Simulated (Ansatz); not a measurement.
ReB:
```cif
data_B4Re4
_chemical_formula_sum 'B4 Re4'
_space_group_name_H-M_alt 'Fm-3m'
_space_group_IT_number 225
_space_group_name_Hall '-F 4 2 3'
_cell_length_a 4.38307
_cell_length_b 4.38307
_cell_length_c 4.38307
_cell_angle_alpha 90.000
_cell_angle_beta 90.000
_cell_angle_gamma 90.000
loop_
_atom_site_label
_atom_site_type_symbol
_atom_site_symmetry_multiplicity
_atom_site_Wyckoff_symbol
_atom_site_fract_x
_atom_site_fract_y
_atom_site_fract_z
_atom_site_occupancy
B1 B 4 a 0.00000 0.00000 0.00000 1
Re1 Re 4 b 0.50000 0.50000 0.50000 1
```
(The calculation used a cell of 2 atoms; values per cell refer to that cell.)

Relaxed with PBEsol.

Question: Decompose the optical modes at the zone centre into irreducible representations, and say which are infrared and Raman allowed.

Answer: Point group m-3m: Γ_opt = T1u. Infrared: T1u. Raman: none.

Question: Assign frequencies (DFPT, the program Ansatz at the PBEsol level (PAW)).

Answer: T1u 515 cm⁻¹.

The cell is a constructed one: a structure type filled with these elements; neither database checked (COD, Materials Project) lists it. COD files the formula under space group No. 141. Whether it is the stable phase at ambient conditions was not checked. The cell was relaxed with PBEsol under the symmetry of its start; whether a distortion lowers the energy is not shown. The run is not spin-polarised. As this level gives no gap, phonon frequencies hold no LO–TO term and depend on the k-mesh and smearing (Fermi–Dirac, 0.1 eV here). Spin–orbit coupling is left out wherever it is not named.

Potentials: the earlier of the program's two PAW sets. The files were generated under PBE; for other functionals the program regenerates the frozen cores, and for LDA and PBEsol the local potential too.
